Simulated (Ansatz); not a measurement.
Tc₃Ni in space group P6_3/mmc (No. 194; Ni on 2d, Tc on 6h), r²SCAN in the plane-wave PAW code Ansatz, all energies at zero smearing, with the estimated change up to a 700 eV cutoff added, with one set of potentials and settings (totals compare only within such a set). Cell of 8 atoms (2 Ni, 6 Tc): -44149.161 eV.

```csv
element,reference phase,E (eV/atom)
Ni,"Fm-3m, 1 atoms in the cell, spin-polarised",-5845.2912
Tc,"P6_3/mmc, 2 atoms in the cell",-5409.6038
```

Formation energy per atom, worked out: (-44149.161 − 2×(-5845.2912) − 6×(-5409.6038))/8 = -0.119 eV/atom (-12 kJ per mol of atoms), at 0 K, without zero-point energy or fitted corrections.

The workflow started from a Materials Project entry (that database holds measured and hypothetical structures alike); the Crystallography Open Database copy checked does not list it. With Ni and Tc taken as one species the cell has the higher symmetry P6_3/mmc, so it may be an ordered model of a mixed-site phase. Its standing as an ambient phase is unchecked. The r²SCAN relaxation kept the symmetry of its start; its stability against distortions is not shown here. No spin polarisation was allowed. The references are the lowest solids computed at this level, not always the standard phases.

Potentials: the later of the program's two PAW sets.
